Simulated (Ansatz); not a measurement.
This guess for AlGa2P3 is about to be relaxed.

```cif
data_structure
_symmetry_space_group_name_H-M 'I-4m2'
_symmetry_Int_Tables_number 119
_cell_length_a 3.7606
_cell_length_b 3.7606
_cell_length_c 15.9549
_cell_angle_alpha 90.000
_cell_angle_beta 90.000
_cell_angle_gamma 90.000
_cell_volume 225.64
loop_
_atom_site_label
_atom_site_type_symbol
_atom_site_symmetry_multiplicity
_atom_site_Wyckoff_symbol
_atom_site_fract_x
_atom_site_fract_y
_atom_site_fract_z
_atom_site_occupancy
Al1 Al 2 a 0.00000 0.00000 0.00000 1
Ga1 Ga 4 e 0.50000 0.50000 0.16667 1
P1 P 2 d 0.50000 0.00000 0.25000 1
P2 P 4 f 0.00000 0.50000 0.41667 1
```

Theory: DFT PBE, scalar-relativistic, plane waves, PAW in Ansatz. Cutoff 420 eV, Gaussian smearing, Γ-centred meshes. Cell and atoms relax first on a coarse mesh and then on a converged one. In between, the cell is made exact in the group found at 0.06 Å. The steps can't lower the symmetry of their start. No spin polarisation.

A guess keeps its type if space group and coordination stay and the shape of the cell changes little (axis ratios within about 15 %, angles within 6°); the volume may change.

Task: Does it keep its structure type, or change into something else?

Result: It keeps its type. The symmetry stays I-4m2 (No. 119). The volume per atom grows by 11.0 %, from 18.8 to 20.9 Å³. The shortest distance goes from 2.30 Å (Al–P and Ga–P) to 2.38 Å (Al–P). The ratio c/a of the conventional cell changes by a factor of 1.00. Counting neighbours within 15 % of an atom's shortest distance, the start has Al 4, Ga 4, P 4 and the end Al 4, Ga 4, P 4.

The zero of energy is the elements' standard structures at the same level; no fitted shifts are applied. The references include black phosphorus.

Task: At what energy does it end?

Result: −0.498 eV/atom. A negative formation energy is needed for stability but isn't enough: competing phases decide.

The last run used a 10×10×10 mesh for its 6-atom cell and Gaussian smearing of 0.02 eV. The reference form of P is held partly by dispersion forces, which this level lacks. Symmetry constrained the relaxation, so the result can be a saddle point.
